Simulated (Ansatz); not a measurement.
CsBr (CsCl type)

Space group Pm-3m (No. 221); a = 4.389 Å, b = 4.389 Å, c = 4.389 Å, α = 90.00°, β = 90.00°, γ = 90.00°

| atom | site | symmetry | x | y | z |
|---|---|---|---|---|---|
| Cs | 1a | m-3m | 0.0000 | 0.0000 | 0.0000 |
| Br | 1b | m-3m | 0.5000 | 0.5000 | 0.5000 |

This relaxed cell (volume V₀) is scaled evenly in all directions, its shape held. Symmetry pins the atoms to their sites.

Level of theory: PBE (plane waves to 420 eV, PAW, scalar-relativistic; Ansatz, a program for electronic structure). k mesh 8×8×8 (Γ-centred), Fermi-Dirac smearing 0.05 eV. The energy includes the smearing's −TS. Compression counts positive. CsBr was relaxed with its symmetry unable to fall. ΔE is measured from the relaxed starting cell.

Question: What ΔE (kJ/mol of atoms) and P (GPa) does the calculation give at V/V₀ = 0.940, 0.950, 0.960, 0.990, 1.030, 1.040, 1.050, 1.060?

Answer: 
```csv
V/V₀,ΔE (kJ/mol of atoms),P (GPa)
0.940,0.65,0.89
0.950,0.44,0.72
0.960,0.28,0.56
0.990,0.02,0.13
1.030,0.13,-0.33
1.040,0.22,-0.43
1.050,0.34,-0.52
1.060,0.49,-0.61
```

(Under strain, the slope of the energy per volume gives the stress and its curvature an elastic modulus.)
